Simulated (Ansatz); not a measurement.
This InBiSe₂ structure is the end of a relaxation. The cell was found from a structure generator's guess, not taken from experiment.

These are results of DFT PBE, scalar-relativistic, plane waves, PAW in Ansatz, not measurements. Cutoff 420 eV, Γ-centred mesh, Gaussian smearing, no spin polarisation.

```
In Bi Se
1.0
     5.84629    0.00000    0.00000
     0.00000    5.84629    0.00000
     0.00000    0.00000    3.12115
In Bi Se
1 1 2
Direct
  0.00000 0.00000 0.00000
  0.50000 0.50000 0.50000
  0.50000 0.00000 0.00000
  0.00000 0.50000 0.00000
```

The zero of energy is the elements' standard structures at the same level; no fitted shifts are applied.

Problem. Find its symmetry and describe it.

Solution. P4/mmm (No. 123). Conventional cell: a = 5.846 Å, c = 3.121 Å. In has 4 Se at 2.92 Å and 2 In at 3.12 Å; Bi is surrounded by 2 Bi at 3.12 Å and 8 Se at 3.31 Å; Se has 2 In at 2.92 Å, 2 Se at 3.12 Å and 4 Bi at 3.31 Å.

Problem. How far does it lie from the elements in energy?

Solution. 0.00 eV/atom. The formation energy is too near zero to say whether this cell lies below the elements.

Problem. Is it a metal?

Solution. Yes, bands cross the Fermi level on the 8×8×14 mesh.

Problem. From what recipe could a structure generator have reached it?

Solution. One such recipe: perovskite family, infinite layers (P4/mmm, No. 123). Other recipes can lead to the same cell.

The last run used an 8×8×14 mesh (in the run's order of axes) for its 4-atom cell and Gaussian smearing of 0.10 eV. For metals, differences of a few meV/atom aren't resolved. Spin–orbit coupling, which can matter for Bi, is left out. The reference form of Se is held partly by dispersion forces, which this level lacks. Symmetry constrained the relaxation, so the result can be a saddle point.
